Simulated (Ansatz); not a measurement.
Relaxed Na (bcc, W type):

```xyz
2
Lattice="-4.1968 4.1968 4.1968 2.0984 -2.0984 2.0984 2.0984 2.0984 -2.0984" Properties=species:S:1:pos:R:3 pbc="T T T"
Na     0.0000     0.0000     0.0000
Na     2.0984     2.0984     2.0984
```

A phonon eigenvector at N = (0.5, 0.0, 0.0) is frozen into this cell: atom i moves by Q times the vector below, so Q is the largest atomic displacement, in Å. The cell is held. (q is in reciprocal vectors of the primitive cell; the cell shown is doubled to hold the pattern.)

```
atom      x       y       z
----  -----  ------  ------
Na1   0.000   0.707  -0.707
Na2   0.000  -0.707   0.707
```

Calculation: PBE (plane waves to 420 eV, PAW, scalar-relativistic; Ansatz, an electronic-structure program). k mesh 8×16×16 (Γ-centred), Fermi-Dirac smearing 0.05 eV. The energy includes the smearing's −TS. With partly filled bands, energies and forces of such displacements shift with the k mesh and the smearing. Na was relaxed with its symmetry unable to fall. The PAW data are Ansatz's earlier set. ΔE is measured from the undisplaced structure. The last digit holds for this mesh only.

```csv
Q (Å),ΔE (meV/cell)
-0.1000,0.69
-0.0833,0.47
-0.0667,withheld
-0.0500,0.17
-0.0333,0.07
-0.0167,0.02
0.0000,0.00
0.0167,0.02
0.0333,0.07
0.0500,0.17
0.0667,withheld
0.0833,0.47
0.1000,0.69
```

**Question.** Fit an even polynomial form (powers 2, 4) to the given rows and predict ΔE at Q = -0.0667.

**Answer.** Least squares on the 11 given rows: ΔE = (65.82)·Q² + (311.0)·Q⁴, in meV/cell with Q in Å; root-mean-square residual 0.002 meV/cell. At -0.0667 the fit gives 0.30 meV/cell; the calculation gives 0.30 meV/cell, the same to the digits shown. The quadratic term alone would give 0.29 meV/cell.

(A displaced cell: forces are minus the slopes of the energy, force constants its curvatures, and phonons follow from these.)
